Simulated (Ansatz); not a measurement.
BN:
```
BN
1.0
    2.57839     0.00000     0.00000
   -1.28920     2.23295     0.00000
    0.00000     0.00000     5.75574
B N
3 3
Direct
  0.50000   0.50000   0.16667
  0.50000   0.00000   0.50000
  0.00000   0.50000   0.83333
  0.50000   0.50000   0.66667
  0.50000   0.00000   0.00000
  0.00000   0.50000   0.33333
```

x, y and z are the axes in which the lattice vectors are written.

Give the high-frequency dielectric tensor and the Born effective charge tensors of the independent atoms from DFPT, DFT-LDA in the program Ansatz with PAW potentials.


ε∞:
```
6.12  0.00  0.00
0.00  6.12  0.00
0.00  0.00  6.25
```
Z* of atom 1 (B), rows: field, columns: displacement, in e:
```
 2.26  -0.27   0.00
-0.27   1.94   0.00
 0.00   0.00   2.06
```
Z* of atom 4 (N), rows: field, columns: displacement, in e:
```
-2.17   0.12   0.00
 0.12  -2.03   0.00
 0.00   0.00  -2.06
```

Space group P6_422. The start of the workflow was typed in or built on a structure type; neither database checked (COD, Materials Project) lists it. It is not the phase usual at ambient conditions (space group No. 186, 194, 216). Symmetry was held in the LDA relaxation; its stability against distortions is not shown here. The volume moved by -34 % from the start of the relaxation.

Potentials: the later of the program's two PAW sets.
